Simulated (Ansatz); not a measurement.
# NaI: from a starting cell to a relaxed one

The start is a relaxed NaI cell deformed by the Cartesian strain tensor (xx, yy, zz, yz, xz, xy) = (-0.035, 0.038, 0.054, -0.020, -0.035, -0.040). The structure is fully relaxed (lattice and positions, P = 0) with PBE (plane waves to 420 eV, PAW, scalar-relativistic; Ansatz, an electronic-structure program). The first steps use a coarse 6×6×6 k-mesh.

Starting cell:
```yaml
crystal:
  lattice:
    - [-0.24321, 3.32165, 3.37388]
    - [3.03600, -0.19587, 3.32654]
    - [3.02131, 3.25962, -0.18118]
  atoms:
    - { symbol: I, position: [0.00000, 0.00000, 0.00000] }
    - { symbol: Na, position: [0.50000, 0.50000, 0.50000] }
```

| Item | Value |
|---|---|
| Energy released | 22 meV/atom |
| Volume change | -5.0 %, from 36.61 to 34.78 Å³/atom |
| Relative to the parent | It returns to the parent structure, Fm-3m (No. 225) |
| Shortest distances (start → end) | The closest pairs of elements (up to four, under 3.6 Å), start → end: I–Na 3.15 → 3.26 Å |
| Band gap at the end | 3.58 eV, direct at Γ (no spin-orbit coupling) |
| Optimiser moves | 4 |

Relaxed structure:

Space group Fm-3m (No. 225); a = 6.529 Å, b = 6.529 Å, c = 6.529 Å, α = 90.00°, β = 90.00°, γ = 90.00°

| atom | site | symmetry | x | y | z |
|---|---|---|---|---|---|
| I | 4a | m-3m | 0.0000 | 0.0000 | 0.0000 |
| Na | 4b | m-3m | 0.5000 | 0.5000 | 0.5000 |
(The calculation used a cell of 2 atoms; values per cell refer to that cell.)

Final values are on a 9×9×9 k-mesh of the relaxed cell. No spin polarisation in the result.

The run could not lose the symmetry of its start.

All atoms sit on sites fixed by symmetry, so only the cell could relax.
